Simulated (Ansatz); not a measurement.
Space group P4/nmm:1 (No. 129). a = 3.987 Å, b = 3.987 Å, c = 5.080 Å, α = 90.00°, β = 90.00°, γ = 90.00°
| atom | site | symmetry | x | y | z |
| --- | --- | --- | --- | --- | --- |
| Pb | 2c | 4mm | 0.0000 | 0.5000 | 0.2332 |
| O | 2a | -4m2 | 0.0000 | 0.0000 | 0.0000 |

Equation of state of this PbO structure (not necessarily the ground state), with shape and atoms relaxed at each volume where symmetry leaves them free. These are results of DFT PBEsol, scalar-relativistic, plane waves, PAW in Ansatz, not measurements.

Cutoff 420 eV; k points 8×8×6 on the computed 4-atom cell (Γ-centred); Gaussian smearing, width 0.02 eV; no spin polarisation.

```
V (Å³/atom) E − E(largest V) (meV/atom) P (GPa) gap on mesh (eV)
     18.981                         2.21     1.50              0.98
     19.587                        -1.69     0.70              1.10
     20.193                        -2.90     0.02              1.23
     20.798                        -2.12    -0.49              1.37
     21.404                         0.00    -0.71              1.51
```

Q: Fit a third-order Birch–Murnaghan equation to E(V).

A: V0 = 20.22 Å³/atom, B0 = 17 GPa, B0' = 10.6. B0' is unusual or poorly fixed by this range.

Spin-orbit coupling is left out, which matters for the bands of heavy elements.

Cost: 5 runs of about 5.4 core-minutes in all, on Intel Xeon Platinum 8259CL (Skylake/Cascade Lake) (shared hosts).